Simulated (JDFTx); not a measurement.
An input for JDFTx (a modified build) (SnO2(100), linear PCM (GLSSA13), water, 1 M NaF; bohr, hartree) and the course of its log:

```
lattice \
  6.0612965447 0.0000000000 0.0000000000 \
  0.0000000000 9.0042048331 0.0000000000 \
  0.0000000000 0.0000000000 47.2431531156
coords-type Lattice
ion O 0.0000000000 0.3576862624 -0.1895202250 0
ion O 0.0000000000 0.7229953908 -0.1120054935 0
ion O 0.5000000000 0.2064949904 -0.0841736356 0
ion O 0.5000000000 0.8059700000 -0.0106674790 0
ion O 0.0000000000 0.3059700000 0.0106674790 0
ion O 0.0000000000 0.7064949904 0.0841736356 0
ion O 0.5000000000 0.2229953908 0.1120054935 0
ion O 0.5000000000 0.8576862624 0.1895202250 0
ion Sn 0.5000000000 0.4860502221 -0.1468187139 0
ion Sn 0.0000000000 0.0000000000 -0.0476482000 0
ion Sn 0.5000000000 0.5000000000 0.0476482000 0
ion Sn 0.0000000000 -0.0139497779 0.1468187139 0
ion-species pseudo/o_pbe_v1.2.upf
ion-species pseudo/sn_pbe_v1.4.upf
elec-cutoff 20 100
elec-ex-corr gga-PBE
coulomb-interaction Slab 001
coulomb-truncation-embed 0 0 0
kpoint-folding 6 4 1
elec-smearing Fermi 0.003
elec-n-bands 61
target-mu -0.232991
electronic-scf nIterations 100 energyDiffThreshold 1e-07
fluid LinearPCM
pcm-variant GLSSA13
fluid-solvent H2O
fluid-cation Na+ 1
fluid-anion F- 1
fluid-minimize nIterations 400 knormThreshold 1e-12
wavefunction read f0.wfns
elec-initial-eigenvals f0.eigenvals
elec-initial-fillings read f0.fillings
fluid-initial-state f0.fluidState
dump-name f0_u2.$VAR
dump End State Ecomponents EigStats BandEigs Forces ElecDensity IonicPositions Fillings Kpoints Dtot FluidDebug BoundCharge FluidDensity
```

```
[one cycle in 5 is shown, and the last three; fluid-solver lines are left out]
	FillingsUpdate:  mu: -0.232991000  nElectrons: 102.283234
SCF: Cycle:  0   G: -383.898934435408933   dG: +3.567e-01   |Residual|: 2.034e-01   |deigs|: 5.051e-09
	FillingsUpdate:  mu: -0.232991000  nElectrons: 103.893642
SCF: Cycle:  5   G: -384.256244969287536   dG: -4.633e-04   |Residual|: 5.477e-03   |deigs|: 3.628e-03
	FillingsUpdate:  mu: -0.232991000  nElectrons: 103.864028
SCF: Cycle: 10   G: -384.256311787615346   dG: -5.837e-04   |Residual|: 6.141e-03   |deigs|: 5.550e-04
	FillingsUpdate:  mu: -0.232991000  nElectrons: 103.851253
SCF: Cycle: 15   G: -384.257036175516930   dG: +4.781e-05   |Residual|: 3.083e-03   |deigs|: 2.644e-04
	FillingsUpdate:  mu: -0.232991000  nElectrons: 103.838369
SCF: Cycle: 20   G: -384.257498123494884   dG: -2.059e-04   |Residual|: 1.048e-03   |deigs|: 5.756e-04
	FillingsUpdate:  mu: -0.232991000  nElectrons: 103.808977
SCF: Cycle: 25   G: -384.257734132085602   dG: +3.110e-05   |Residual|: 2.225e-03   |deigs|: 1.729e-04
	FillingsUpdate:  mu: -0.232991000  nElectrons: 103.831176
SCF: Cycle: 30   G: -384.257499845908683   dG: +3.579e-05   |Residual|: 7.003e-04   |deigs|: 1.434e-04
	FillingsUpdate:  mu: -0.232991000  nElectrons: 103.829581
SCF: Cycle: 35   G: -384.257466874118336   dG: -2.276e-06   |Residual|: 6.517e-04   |deigs|: 3.708e-05
	FillingsUpdate:  mu: -0.232991000  nElectrons: 103.804710
SCF: Cycle: 40   G: -384.257888790722518   dG: -2.677e-04   |Residual|: 1.136e-03   |deigs|: 5.385e-04
	FillingsUpdate:  mu: -0.232991000  nElectrons: 103.816573
SCF: Cycle: 45   G: -384.257505863159054   dG: +1.904e-04   |Residual|: 9.004e-04   |deigs|: 5.738e-04
	FillingsUpdate:  mu: -0.232991000  nElectrons: 103.815822
SCF: Cycle: 50   G: -384.257587752570316   dG: -2.511e-05   |Residual|: 6.169e-04   |deigs|: 9.042e-05
	FillingsUpdate:  mu: -0.232991000  nElectrons: 103.819735
SCF: Cycle: 55   G: -384.257627104317919   dG: -2.363e-05   |Residual|: 5.853e-04   |deigs|: 7.649e-05
	FillingsUpdate:  mu: -0.232991000  nElectrons: 103.818329
SCF: Cycle: 60   G: -384.257508585976495   dG: +1.063e-05   |Residual|: 7.382e-04   |deigs|: 2.529e-04
	FillingsUpdate:  mu: -0.232991000  nElectrons: 103.805802
SCF: Cycle: 65   G: -384.257585052667423   dG: -5.531e-05   |Residual|: 1.506e-03   |deigs|: 2.909e-04
	FillingsUpdate:  mu: -0.232991000  nElectrons: 103.820043
SCF: Cycle: 70   G: -384.257474901348189   dG: +1.010e-05   |Residual|: 1.115e-03   |deigs|: 2.277e-05
	FillingsUpdate:  mu: -0.232991000  nElectrons: 103.806585
SCF: Cycle: 75   G: -384.257654740015653   dG: -6.883e-05   |Residual|: 1.206e-03   |deigs|: 2.592e-04
	FillingsUpdate:  mu: -0.232991000  nElectrons: 103.810505
SCF: Cycle: 80   G: -384.257646659864179   dG: +8.333e-06   |Residual|: 9.269e-04   |deigs|: 1.959e-04
	FillingsUpdate:  mu: -0.232991000  nElectrons: 103.814300
SCF: Cycle: 85   G: -384.257490638048807   dG: -5.126e-06   |Residual|: 1.443e-03   |deigs|: 6.499e-05
	FillingsUpdate:  mu: -0.232991000  nElectrons: 103.811923
SCF: Cycle: 90   G: -384.257651401458133   dG: +1.258e-04   |Residual|: 9.158e-04   |deigs|: 3.339e-04
	FillingsUpdate:  mu: -0.232991000  nElectrons: 103.824335
SCF: Cycle: 95   G: -384.257479202143713   dG: +9.401e-06   |Residual|: 8.485e-04   |deigs|: 1.175e-04
	FillingsUpdate:  mu: -0.232991000  nElectrons: 103.822363
SCF: Cycle: 97   G: -384.257489128790723   dG: -1.346e-05   |Residual|: 8.808e-04   |deigs|: 9.321e-05
	FillingsUpdate:  mu: -0.232991000  nElectrons: 103.815470
SCF: Cycle: 98   G: -384.257571117971622   dG: -8.199e-05   |Residual|: 8.464e-04   |deigs|: 3.322e-04
	FillingsUpdate:  mu: -0.232991000  nElectrons: 103.827118
SCF: Cycle: 99   G: -384.257470162790298   dG: +1.010e-04   |Residual|: 8.004e-04   |deigs|: 4.547e-04
SCF: None of the convergence criteria satisfied after 100 iterations.
IonicMinimize: Iter:   0  G: -384.257470162790298  |grad|_K:  0.000e+00
IonicMinimize: Converged (|grad|_K<1.000000e-04).
```

This run gave no converged result. The electronic loop ended without meeting its threshold, so the last energy, electron count and forces aren't results.
